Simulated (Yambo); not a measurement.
Yambo run on RbCl (rock salt, space group Fm-3m, No. 225). The wavefunctions are LDA (Quantum ESPRESSO, PseudoDojo norm-conserving, 56 Ry, no spin-orbit coupling) ones on a 4×4×4 mesh (8 occupied bands); a = 4.510 Å, b = 4.510 Å, c = 4.510 Å, α = 60.00°, β = 60.00°, γ = 60.00°.

Yambo input:

```
rim_cut
gw0
dyson
el_el_corr
HF_and_locXC
ppa
em1d
RandQpts= 1000000
RandGvec= 1 Ry
EXXRLvcs= 56 Ry
VXCRLvcs= 224 Ry
Chimod= "HARTREE"
% BndsRnXp
 1 | 159 |
%
NGsBlkXp= 10 Ry
% LongDrXp
 1.0 | 1.0 | 1.0 |
%
PPAPntXp= 27.2114 eV
% GbndRnge
 1 | 98 |
%
GTermKind= "none"
DysSolver= "n"
ExtendOut
% QPkrange
 1 | 1 | 8 | 9 |
%
```

k points by index: 1 = Γ.

Table of the .qp output:

```
#    K-point    Band    Eo [eV]    E [eV]    E-Eo [eV]    Vxc [eV]    Vnlxc [eV]    Sc|Eo [eV]    Sc|E [eV]    dSc/dw|Eo [eV]    Re(Z)    Im(Z)
#
    1    8    0.000000    -2.055044    -2.055044    -14.01515    -18.61750    2.069050    2.547304    -6.332064    0.811223    -0.001914
    1    9    4.847975    5.951679    1.103704    -7.648339    -3.396344    -2.988388    -3.148290    -3.942019    0.873463    -0.867081E-3
```
(The two width columns are left out.) Convergence of these settings isn't established.

Geometry relaxed with LDA.
